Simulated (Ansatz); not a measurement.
## Property card for YPd3

YPd₃:
```cif
data_Pd3Y
_chemical_formula_sum 'Y1 Pd3'
_space_group_name_H-M_alt 'P 1'
_space_group_IT_number 1
_cell_length_a 4.09501
_cell_length_b 4.09501
_cell_length_c 4.09501
_cell_angle_alpha 90.000
_cell_angle_beta 90.000
_cell_angle_gamma 90.000
loop_
_space_group_symop_operation_xyz
  'x, y, z'
loop_
_atom_site_label
_atom_site_type_symbol
_atom_site_fract_x
_atom_site_fract_y
_atom_site_fract_z
_atom_site_occupancy
Y1 Y 0.00000 0.00000 0.00000 1
Pd1 Pd 0.00000 0.50000 0.50000 1
Pd2 Pd 0.50000 0.00000 0.50000 1
Pd3 Pd 0.50000 0.50000 0.00000 1
```

Space group Pm-3m (No. 221), Cu3Au type; conventional cell a = 4.0950 Å, b = 4.0950 Å, c = 4.0950 Å, α = 90.00°, β = 90.00°, γ = 90.00°.

Method: r²SCAN (plane waves, PAW; program Ansatz). The cell and atoms are relaxed at this level. Other levels are named where they apply.

### Cell and energy

* **Volume per atom**: 17.17 Å³
* **Density**: 9.87 g/cm³
* **Formation energy from the elements (no fitted shifts)**: -0.90 eV/atom

### Electronic structure

- Electronic character: metallic (no gap)
- Density of states at the Fermi level: 0.29 states/eV per atom (mean over ±0.08 eV)
- Gap with spin–orbit coupling: none (metallic)

### Mechanics

- Bulk modulus (Birch–Murnaghan fit): 1370 kbar
- Pressure derivative B′: 4.8

### Charges

* **Bader charges**: Y +1.73, Pd -0.58 e

The workflow started from an entry of the Crystallography Open Database (COD). Whether it is the stable phase at ambient conditions was not checked. The cell was relaxed with r²SCAN under the symmetry of its start; its stability against distortions is not shown here. No spin polarisation was allowed. The references are the lowest solids computed at this level, not always the standard phases. Scalar-relativistic: spin–orbit coupling is off unless named, which matters more the heavier the elements.

Potentials: the later of the program's two PAW sets.
